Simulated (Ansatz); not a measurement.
One stationary structure of AlNi. Space group Pm-3m (No. 221), CsCl type. These are PBE (plane waves to 420 eV, PAW, scalar-relativistic; Ansatz, an electronic-structure program) values and carry that method's errors.

```cif
data_AlNi
_chemical_formula_sum 'Ni1 Al1'
_space_group_name_H-M_alt 'P 1'
_space_group_IT_number 1
_cell_length_a 2.89265
_cell_length_b 2.89265
_cell_length_c 2.89265
_cell_angle_alpha 90.000
_cell_angle_beta 90.000
_cell_angle_gamma 90.000
loop_
_space_group_symop_operation_xyz
  'x, y, z'
loop_
_atom_site_label
_atom_site_type_symbol
_atom_site_fract_x
_atom_site_fract_y
_atom_site_fract_z
_atom_site_occupancy
Ni1 Ni 0.00000 0.00000 0.00000 1
Al1 Al 0.50000 0.50000 0.50000 1
```

```yaml
volume_per_atom: 12.10 Å³
band_gap: zero (metallic)
shortest_distances: Al–Ni 2.51 Å; Ni–Ni 2.89 Å; Al–Al 2.89 Å
k-mesh: 16×16×16
```

No spin polarisation in the result. A magnetic state may lie lower.

Measured for AlNi: a 2.882 Å (static lattice; corrected from measurement; as listed in H. Levämäki et al., Physical Review B (2014)). Computed minus measured — a: PBE +0.4 %. The computed values are for a static lattice.

It was reached from a disturbed copy of a P6₃mc (No. 186) cell, against which it lies -0.45 eV/atom.
